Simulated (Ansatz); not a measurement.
Zr (hcp, Mg type)

```
Zr
1.0
    6.46252     0.00000     0.00000
   -1.61563     2.79835     0.00000
    0.00000     0.00000     5.17316
Zr
4
Direct
  0.16667   0.66667   0.75000
  0.66667   0.66667   0.75000
  0.33333   0.33333   0.25000
  0.83333   0.33333   0.25000
```

In each cell atom 4 (Zr, nearest neighbour Zr at 3.189 Å; its periodic images, 3.2 Å or more away, move with it) moves by s·(1.000, 0.000, 0.000) (along Cartesian x), the rest being held.

Level of theory: PBE (plane waves to 420 eV, PAW, scalar-relativistic; Ansatz, a program for electronic structure). k mesh 13×13×7 (Γ-centred), Fermi-Dirac smearing 0.05 eV. Left out: 2 of 11 points, with atoms too close for the PAW data. With partly filled bands, energies and forces of such displacements shift with the k mesh and the smearing. F∥ is the force on the atom along that direction. Zr is run without spin polarisation. Zr was relaxed with its symmetry unable to fall. 

| s (Å) | F∥ (eV/Å) |
|---|---|
| -0.512 | 2.414 |
| -0.384 | 1.758 |
| -0.256 | 1.182 |
| -0.128 | 0.619 |
| 0.000 | 0.002 |
| 0.128 | -0.607 |
| 0.256 | -1.160 |
| 0.384 | -1.709 |
| 0.512 | -2.270 |

Task: What is the force constant k = d²E/ds² of this move at s = 0?

Result: 4.86 eV/Å². The forces along the line at the two nearest points give (0.619 − (-0.607)) / (2·0.128) = 4.79 eV/Å²; the next pair corrects for the finite step.

(For displaced atoms, the force is minus the slope of the energy, and its curvature is a force constant, which sets phonon frequencies.)
